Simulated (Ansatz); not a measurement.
Zr3Sn:
```
CELL_PARAMETERS angstrom
      5.63552     0.00000     0.00000
      0.00000     5.63552     0.00000
      0.00000     0.00000     5.63552
ATOMIC_POSITIONS crystal
  Sn 0.00000 0.00000 0.00000
  Sn 0.50000 0.50000 0.50000
  Zr 0.25000 0.00000 0.50000
  Zr 0.50000 0.75000 0.00000
  Zr 0.75000 0.00000 0.50000
  Zr 0.50000 0.25000 0.00000
  Zr 0.00000 0.50000 0.75000
  Zr 0.00000 0.50000 0.25000
```

Relaxed with r²SCAN. Special points in fractions of this cell's reciprocal vectors: Γ (0.000, 0.000, 0.000); X (0.000, 0.500, 0.000); M (0.500, 0.500, 0.000); R (0.500, 0.500, 0.500).

**Question.** List the band energies nearest the Fermi level at these points for DFT-r²SCAN in the program Ansatz with PAW potentials.

**Answer.** In eV from the Fermi level; about four levels below and three above (degenerate sets whole), none deeper than 8.9 eV; points with the same levels are listed once.

```json
[
 {"k": "Γ", "below": "-0.67 -0.09 -0.09 -0.09", "above": "0.56 0.56 1.67"},
 {"k": "X", "below": "-0.38 -0.38 -0.28 -0.28", "above": "0.04 0.04 2.21 2.21"},
 {"k": "M", "below": "-1.67 -1.13 -1.04 -0.34", "above": "0.15 0.64 0.64"},
 {"k": "R", "below": "-0.85 -0.85 -0.85 -0.85 -0.85 -0.85", "above": "0.67 0.67 0.67 0.67 0.67 0.67"}
]
```

Space group Pm-3n (A15 (Cr3Si type)). The workflow started from an entry of the Crystallography Open Database (COD). Its standing as an ambient phase is unchecked. Symmetry was held in the r²SCAN relaxation; its stability against distortions is not shown here. The run is not spin-polarised. Spin–orbit coupling is left out wherever it is not named.

Potentials: the later of the program's two PAW sets.
